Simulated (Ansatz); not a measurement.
Clean, relaxed (110) surface of AlNi, space group Pm-3m (No. 221) (top face towards +c; atoms held fixed, by place in the list: 1, 2, 3, 4):

```yaml
crystal:
  lattice:
    - [2.86217, 0.00000, 0.00000]
    - [0.00000, 4.04771, 0.00000]
    - [0.00000, 0.00000, 23.07157]
  atoms:
    - { symbol: Al, position: [0.00000, 0.50000, 0.36842] }
    - { symbol: Ni, position: [0.50000, 0.00000, 0.36842] }
    - { symbol: Al, position: [0.00000, 0.00000, 0.45614] }
    - { symbol: Ni, position: [0.50000, 0.50000, 0.45614] }
    - { symbol: Al, position: [0.00000, 0.50000, 0.54368] }
    - { symbol: Ni, position: [0.50000, 0.00000, 0.54252] }
    - { symbol: Al, position: [0.00000, 0.00000, 0.63437] }
    - { symbol: Ni, position: [0.50000, 0.50000, 0.62624] }
```

The calculation used DFT PBEsol, scalar-relativistic, plane waves, PAW in Ansatz. Plane waves to 420 eV, a k mesh through Γ of 10×7×1 on the computed 8-atom cell and Gaussian smearing (0.10 eV); no spin polarisation. The cell repeats along c with a dipole correction in the vacuum.

E_ads counts from the clean slab and the free adsorbate (spin-polarised where it has unpaired electrons); negative means bound. With the adsorbate the cell is lengthened along c to keep the vacuum.

(1) N (atom) is put at the hollow (Al-Ni-Al) at (0.50, 0.17) site, one adsorbate per 11.6 Å². What structure does it relax to?

Each end is the local minimum or symmetric point that its start leads to. The slab is only 6.1 Å thick, so the energies aren't converged with thickness.

Spin polarisation was left out, and a magnetic state may lie lower.

Results:

(1) E_ads = -5.03 eV. Contacts: N–Ni 1.78 Å, N–Al 1.79 Å.

```yaml
crystal:
  lattice:
    - [2.86217, 0.00000, 0.00000]
    - [0.00000, 4.04771, 0.00000]
    - [0.00000, 0.00000, 25.07157]
  atoms:
    - { symbol: Al, position: [0.00000, 0.50000, 0.33903] }
    - { symbol: Ni, position: [0.50000, 0.00000, 0.33903] }
    - { symbol: Al, position: [0.00000, 0.00000, 0.41975] }
    - { symbol: Ni, position: [0.50000, 0.50000, 0.41975] }
    - { symbol: Al, position: [0.00000, 0.52604, 0.49794] }
    - { symbol: Ni, position: [0.50000, 0.02394, 0.50261] }
    - { symbol: Al, position: [0.00000, 0.99228, 0.59692] }
    - { symbol: Ni, position: [0.50000, 0.52768, 0.57194] }
    - { symbol: N, position: [0.50000, 0.21224, 0.62137] }
```